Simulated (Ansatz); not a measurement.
Input:

In$_{2}$O$_{3}$:
```
CELL_PARAMETERS angstrom
     -5.14449     5.14449     5.14449
      5.14449    -5.14449     5.14449
      5.14449     5.14449    -5.14449
ATOMIC_POSITIONS crystal
  In 0.28377 0.53377 0.75000
  In 0.71623 0.46623 0.25000
  In 0.21623 0.96623 0.25000
  In 0.78377 0.03377 0.75000
  In 0.75000 0.28377 0.53377
  In 0.25000 0.71623 0.46623
  In 0.25000 0.21623 0.96623
  In 0.75000 0.78377 0.03377
  In 0.53377 0.75000 0.28377
  In 0.46623 0.25000 0.71623
  In 0.96623 0.25000 0.21623
  In 0.03377 0.75000 0.78377
  In 0.00000 0.50000 0.00000
  In 0.00000 0.00000 0.50000
  In 0.50000 0.50000 0.50000
  In 0.50000 0.00000 0.00000
  O  0.53685 0.77213 0.54425
  O  0.46315 0.22787 0.45575
  O  0.72788 0.99260 0.95575
  O  0.27212 0.00740 0.04425
  O  0.96315 0.50740 0.23528
  O  0.03685 0.49260 0.76472
  O  0.77212 0.72787 0.26472
  O  0.22788 0.27213 0.73528
  O  0.54425 0.53685 0.77213
  O  0.45575 0.46315 0.22787
  O  0.95575 0.72788 0.99260
  O  0.04425 0.27212 0.00740
  O  0.23528 0.96315 0.50740
  O  0.76472 0.03685 0.49260
  O  0.26472 0.77212 0.72787
  O  0.73528 0.22788 0.27213
  O  0.77213 0.54425 0.53685
  O  0.22787 0.45575 0.46315
  O  0.99260 0.95575 0.72788
  O  0.00740 0.04425 0.27212
  O  0.50740 0.23528 0.96315
  O  0.49260 0.76472 0.03685
  O  0.72787 0.26472 0.77212
  O  0.27213 0.73528 0.22788
```

This is the PBE-relaxed structure. Cartesian axes are those of the cell as given.

Q: All from DFT-PBE in the program Ansatz with PAW potentials, unless another level is named. Estimate the band gap.

A: 0.93 eV (smallest direct gap 0.94 eV).

Q: What about the valence-band maximum?

A: off the standard path, at k = (-0.104, -0.083, 0.083).

Q: Next, the conduction-band minimum?

A: at Γ.

Space group Ia-3 (bixbyite). The PBE relaxation kept the symmetry of its start. Spin–orbit coupling is left out wherever it is not named.

Potentials: the later of the program's two PAW sets.
